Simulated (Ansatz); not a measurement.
**Does relaxation matter for the field gradients of MoS2 with Nb replacing Mo?**

Start: a supercell of MoS2 (space group P6_3/mmc) built from a structure deposited in the COD, with all atoms left at the host's positions.

Space group P-6m2 (No. 187); a = 9.5070, c = 12.3240 Å, γ = 120.00°.

```
site  Wyckoff  site symmetry       x       y       z
  Nb       1a           -6m2  0.0000  0.0000  0.0000
 Mo2       6l            m..  0.0000  0.3333  0.0000
 Mo6       1c           -6m2  0.3333  0.6667  0.0000
 Mo8       1e           -6m2  0.6667  0.3333  0.0000
Mo10       3k            mm2  0.1111  0.8889  0.5000
Mo12       3k            mm2  0.1111  0.5556  0.5000
Mo14       3k            mm2  0.4444  0.2222  0.5000
 S19       2g            3m.  0.0000  0.0000  0.3730
 S20      12o              1  0.0000  0.3333  0.3730
 S24       2h            3m.  0.3333  0.6667  0.3730
 S26       2i            3m.  0.6667  0.3333  0.3730
 S28       6n            .m.  0.1111  0.8889  0.8730
 S30       6n            .m.  0.1111  0.5556  0.8730
 S32       6n            .m.  0.4444  0.2222  0.8730
```

One atom of each set is listed.

Method: Kohn–Sham DFT in Ansatz, PBE, plane waves and PAW, scalar-relativistic, 420 eV cutoff, Γ-centred 3×3×2 k-points, Fermi–Dirac smearing 0.01 eV, cell charge +1.

The largest force at the start is 0.51 eV/Å. Relaxing the ions at fixed cell moves them by 0.037 Å at most (atom 47, S) and 0.015 Å rms.

```
site  moved (Å)              first shell before               first shell after  V_zz before (10²¹ V/m²)  η before
  Nb      0.000                   6 S at 2.41 Å                   6 S at 2.44 Å                    -7.60      0.00
 Mo2      0.014                   6 S at 2.41 Å              6 S at 2.39–2.40 Å                    -6.14      0.42
 Mo6      0.000                   6 S at 2.41 Å                   6 S at 2.40 Å                    -6.53      0.00
 Mo8      0.000                   6 S at 2.41 Å                   6 S at 2.40 Å                    -6.54      0.00
Mo10      0.000                   6 S at 2.41 Å                   6 S at 2.40 Å                    -7.04      0.00
Mo12      0.000                   6 S at 2.41 Å                   6 S at 2.40 Å                    -6.95      0.01
 S19      0.006                  3 Mo at 2.41 Å                  3 Mo at 2.40 Å                    -4.88      0.00
 S26      0.006                  3 Mo at 2.41 Å                  3 Mo at 2.40 Å                    -4.74      0.00
 S28      0.037  2 Mo at 2.41 Å, 1 Nb at 2.41 Å  2 Mo at 2.40 Å, 1 Nb at 2.44 Å                    -5.42      0.61
 S32      0.014                  3 Mo at 2.41 Å                  3 Mo at 2.40 Å                    -4.59      0.08
```

(1) How do the gradients change?

Answers

(1) 

| site | V_zz after | η after | change of V_zz |
| --- | --- | --- | --- |
| Nb | -6.44 | 0.00 | +1.16 |
| Mo2 | -6.39 | 0.42 | -0.25 |
| Mo6 | -6.47 | 0.00 | +0.06 |
| Mo8 | -6.83 | 0.00 | -0.29 |
| Mo10 | -7.20 | 0.01 | -0.16 |
| Mo12 | -7.10 | 0.01 | -0.15 |
| S19 | -5.04 | 0.00 | -0.16 |
| S26 | -4.87 | 0.00 | -0.13 |
| S28 | -5.04 | 0.64 | +0.38 |
| S32 | -4.83 | 0.03 | -0.24 |

The largest change of V_zz is on Nb, from -7.60 to -6.44. In per cent, |V_zz| changes by -15 on Nb, -1 to +4 on Mo, -7 to +5 on S (all sites that start above 2). The table leaves out 4 of the 14 sites, with |V_zz| up to 7.07; their tensors move by 0.14 at most along any direction. The statements above cover all sites.

The run isn't spin-polarised, and a state with spin may lie lower. The defect repeats with the cell of 54 atoms, so it feels its images: sites between two images don't show the values beside a lone defect, and zeros or small values of η there can come from the images' arrangement. Mo and S carry a gradient in the pure host already, so the values there aren't the defect's effect alone. A uniform background compensates the cell's charge. The defect cell has no gap above 0.1 eV on its mesh, so the values can hang on the smearing and the k-mesh. Without spin–orbit coupling (the program notes it for Mo and Nb) the gradients can shift somewhat, as the gap is small.
Before: The neighbours have not yet relaxed around the defect (largest force 0.51 eV/Å), so a real crystal will differ.
After: The relaxation keeps the site symmetry -6m2 of the start, so the impurity can't leave its site; a distortion that would localise the partly filled state isn't explored.
